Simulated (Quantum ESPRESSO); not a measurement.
Inputs of pw.x and gipaw.x (a modified build of Quantum ESPRESSO, PBE) for SnO$_{2}$; the starting potential comes from an earlier run on another mesh:

```
&CONTROL
  calculation = 'scf'
  prefix = 'x'
  pseudo_dir = './pseudo'
  outdir = './out'
  tprnfor = .true.
/
&SYSTEM
  ibrav = 0
  nat = 6
  ntyp = 2
  ecutwfc = 45
  ecutrho = 180
  occupations = 'fixed'
  nbnd = 26
/
&ELECTRONS
  conv_thr = 1e-11
  startingpot = 'file'
/
ATOMIC_SPECIES
Sn 118.710 Sn.GGA_PBE-JTH.UPF
O 15.999 O.GGA_PBE-JTH.UPF
CELL_PARAMETERS angstrom
    4.738000000000     0.000000000000     0.000000000000
    0.000000000000     4.738000000000     0.000000000000
    0.000000000000     0.000000000000     3.186500000000
ATOMIC_POSITIONS crystal
Sn     0.000000000000     0.000000000000     0.000000000000
Sn     0.500000000000     0.500000000000     0.500000000000
O      0.305491141800     0.305491141800     0.000000000000
O      0.194508858200     0.805491141800     0.500000000000
O      0.694508858200     0.694508858200     0.000000000000
O      0.805491141800     0.194508858200     0.500000000000
K_POINTS automatic
6 6 8 1 1 1
```

```
&INPUTGIPAW
  job = 'nmr'
  prefix = 'x'
  tmp_dir = './out/'
  restart_mode = 'from_scratch'
  pawproj(1) = .true.
  pawproj(2) = .true.
  use_nmr_macroscopic_shape = .false.
/
```

The cell was made here from an entry of the Crystallography Open Database (unchecked): atoms relaxed with PBE in the measured cell (PBE without dispersion, pw.x of Quantum ESPRESSO, symmetry kept).  Stability against distortions was not tested.

Q: Give the final section of the GIPAW output.

A: 
```
     Total NMR chemical shifts in ppm: ---------------------------------------
     (adopting the Simpson convention for anisotropy and asymmetry)-----------

     Atom  1  Sn  pos: (  0.000000  0.000000  0.000000)  Total sigma:        2990.34
          2951.9482          6.5286          0.0000
             6.5286       2951.9482          0.0000
             0.0000         -0.0000       3067.1327

     Sn      1    anisotropy:    115.18    eta:    0.1700

     Atom  2  Sn  pos: (  0.500000  0.500000  0.336271)  Total sigma:        2990.34
          2951.9482         -6.5286          0.0000
            -6.5286       2951.9482          0.0000
             0.0000         -0.0000       3067.1327

     Sn      2    anisotropy:    115.18    eta:    0.1700

     Atom  3  O   pos: (  0.305491  0.305491  0.000000)  Total sigma:         118.04
           113.2404         47.6899          0.0000
            47.6899        113.2404          0.0000
            -0.0000          0.0000        127.6300

     O       3    anisotropy:    -78.73    eta:    0.6345

     Atom  4  O   pos: (  0.194509  0.805491  0.336271)  Total sigma:         118.04
           113.2404        -47.6899          0.0000
           -47.6899        113.2404         -0.0000
             0.0000          0.0000        127.6300

     O       4    anisotropy:    -78.73    eta:    0.6345

     Atom  5  O   pos: (  0.694509  0.694509  0.000000)  Total sigma:         118.04
           113.2404         47.6899          0.0000
            47.6899        113.2404         -0.0000
             0.0000         -0.0000        127.6300

     O       5    anisotropy:    -78.73    eta:    0.6345

     Atom  6  O   pos: (  0.805491  0.194509  0.336271)  Total sigma:         118.04
           113.2404        -47.6899         -0.0000
           -47.6899        113.2404          0.0000
             0.0000          0.0000        127.6300

     O       6    anisotropy:    -78.73    eta:    0.6345
```
The printed anisotropy is 3/2 (σ_33 − σ_iso) in the program's own order; the axes are left out here. Anisotropies that symmetry doesn't fix are less certain than the isotropic values. These are absolute shieldings with no macroscopic susceptibility term; δ = σ_ref − σ needs a reference computed alike. By our sweeps, such settings leave a few ppm in absolute σ on light atoms and up to some 20 ppm from Zn on. No spin–orbit coupling; Sn is the heaviest element present.
